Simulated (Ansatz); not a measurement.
The relaxed structure here is a generated cell of Hf: the first start was made by placing the elements on the sites of a structure type, and the end was not matched to a known phase here, so it may be hypothetical. Known forms of Hf include space group No. 194.

One starting cell of Hf (a generated cell, Hf placed in the AFLOW prototype A_hR3_166_ac (C19, as in Sm)) was relaxed twice with Ansatz (plane waves, PAW, scalar-relativistic): with PBEsol at 420 eV and with PBE at 420 eV. The PBEsol result:

```
CELL_PARAMETERS angstrom
      1.57606     0.90994     7.55159
     -1.57606     0.90994     7.55159
      0.00000    -1.81988     7.55159
ATOMIC_POSITIONS crystal
  Hf 0.00000 0.00000 0.00000
  Hf 0.22263 0.22263 0.22263
  Hf 0.77737 0.77737 0.77737
```

```json
[
 {"quantity": "space group", "PBEsol": "R-3m", "PBE": "R-3m"},
 {"quantity": "volume (Å³/atom)", "PBEsol": "21.66", "PBE": "22.60"},
 {"quantity": "a (Å)", "PBEsol": "3.152", "PBE": "3.197"},
 {"quantity": "c (Å)", "PBEsol": "22.655", "PBE": "22.978"},
 {"quantity": "gap (eV, no spin-orbit coupling)", "PBEsol": "0.00", "PBE": "0.00"}
]
```

Both levels end in the same structure; PBE's volume is 4.3 % larger. Neither column is exact.

No spin polarisation in the result.

The run could not lose the symmetry of its start; a randomly shaken copy of 6 atoms returns to this structure.

Ansatz is an electronic-structure program.
